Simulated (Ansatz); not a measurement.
Relaxation of a randomly generated symmetric cell of Ni (space group No. 225); 3 atoms in the cell, which starts as Fm-3m (No. 225), cF12; a = 5.1137 Å, b = 5.1137 Å, c = 5.1137 Å, α = 90.00°, β = 90.00°, γ = 90.00°. All values below come from PBEsol (plane waves to 420 eV, PAW, scalar-relativistic; Ansatz, a quantum-chemistry and plane-wave program). Γ-centred k-mesh 16×16×16 on the run's cell, Fermi–Dirac smearing 0.05 eV. This is the first round of the run. Spin-polarised start, with parallel moments on Ni.

The optimiser's lines from the output (shortened; P is positive under compression):

```
relax step   1: F+E_penalty+E_count = -17413.04067436 eV  Δ(F+E_penalty+E_count) = +0.000e0 eV  max|allowed force component| = 2.313e-17 eV/Å  Δτ_max = 0.0000 Å  P = +21.692 GPa  Ω = 33.430 Å³  (16 SCF iters, dr2 threshold 1.00e-7 eV, accepted)
relax step   2: F+E_penalty+E_count = -17413.19613430 eV  Δ(F+E_penalty+E_count) = -1.555e-1 eV  max|allowed force component| = 2.128e-16 eV/Å  Δτ_max = 0.0000 Å  P = +10.404 GPa  Ω = 35.012 Å³  (10 SCF iters, dr2 threshold 3.00e-7 eV, accepted)
relax step   3: F+E_penalty+E_count = -17413.25281231 eV  Δ(F+E_penalty+E_count) = -5.668e-2 eV  max|allowed force component| = 1.372e-16 eV/Å  Δτ_max = 0.0000 Å  P = +1.471 GPa  Ω = 36.608 Å³  (11 SCF iters, dr2 threshold 3.00e-7 eV, accepted)
relax step   4: F+E_penalty+E_count = -17413.25406512 eV  Δ(F+E_penalty+E_count) = -1.253e-3 eV  max|allowed force component| = 2.236e-16 eV/Å  Δτ_max = 0.0000 Å  P = -0.012 GPa  Ω = 36.915 Å³  (10 SCF iters, dr2 threshold 3.00e-7 eV, accepted)
relax step   5: F+E_penalty+E_count = -17413.25614024 eV  Δ(F+E_penalty+E_count) = -2.075e-3 eV  max|allowed force component| = 2.236e-16 eV/Å  Δτ_max = 0.0000 Å  P = +0.101 GPa  Ω = 36.915 Å³  stress off target by 1.01e-1 GPa  SCF on the basis re-selected at this cell (its energy is not comparable with the rows above)  (15 SCF iters)
relax step   6: F+E_penalty+E_count = -17413.25613959 eV  Δ(F+E_penalty+E_count) = +6.494e-7 eV  max|allowed force component| = 1.372e-16 eV/Å  Δτ_max = 0.0000 Å  P = +0.004 GPa  Ω = 36.936 Å³  (7 SCF iters, dr2 threshold 2.55e-8 eV, accepted)
relax step   7: F+E_penalty+E_count = -17413.25615425 eV  Δ(F+E_penalty+E_count) = -1.465e-5 eV  max|allowed force component| = 1.496e-16 eV/Å  Δτ_max = 0.0000 Å  P = +0.003 GPa  Ω = 36.936 Å³  stress off target by 2.71e-3 GPa  SCF on the basis re-selected at this cell (its energy is not comparable with the rows above)  (9 SCF iters)
```

From the first to the last row the energy changes by -0.07 eV/atom and the volume by +10.5 %. The last row is marked as not comparable with the walk above it, whose basis was carried along; it does compare with step 1, since both stand on a basis selected at the nominal cutoff for their own cell.

Later rounds, restarted from the end of this one on a renewed k-mesh, logged 2 more steps and released under 0.01 eV/atom more. The final structure after all rounds: Fm-3m (No. 225), cF12; a = b = c = 5.286 Å, α = β = γ = 90.00°. Between re-selections the logged energies stand on a plane-wave basis carried along with the cell. Spin state reached: ferromagnetic (net 0.63 μB/atom), from parallel starting moments; other spin orders were not run from this start.

The run could not lose the symmetry of its start, so the end can be a saddle point.

All atoms sit on sites fixed by symmetry, so only the cell could relax.

The relaxed structure here is a generated cell of Ni: the first start was made by a random draw of sites in a space group, and the end was not matched to a known phase here, so it may be hypothetical. A known form of Ni has the same space group but another cell.
